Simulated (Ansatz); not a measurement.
Si₂Ni:
```
CELL_PARAMETERS angstrom
      0.00000     2.69218     2.69218
      2.69218     0.00000     2.69218
      2.69218     2.69218     0.00000
ATOMIC_POSITIONS crystal
  Ni 0.00000 0.00000 0.00000
  Si 0.25000 0.25000 0.25000
  Si 0.75000 0.75000 0.75000
```

Relaxed with r²SCAN.

List the phonon frequencies at the special points (DFPT on a 3×3×3 q-mesh, Fourier-interpolated; plane-wave PAW r²SCAN (Ansatz code)).

In cm⁻¹; no LO–TO term at Γ, as the run had none.

```tsv
q	frequencies
Γ	0 0 0 318 318 318 337 337 337
X	161 161 260 260 264 277 382 382 410
U	154 230 243 273 276 305 373 377 400
K	154 230 243 273 276 305 373 377 400
L	111 111 279 308 308 355 355 364 392
W	198 231 231 265 271 340 340 384 399
```

Space group Fm-3m (fluorite or antifluorite type). Symmetry was held in the r²SCAN relaxation; phonons on a q-mesh show no instability. The workflow began spin-polarised and lost its moments. As this level gives no gap, phonon frequencies hold no LO–TO term and depend on the k-mesh and smearing (Fermi–Dirac, 0.1 eV here).

Potentials: the later of the program's two PAW sets.
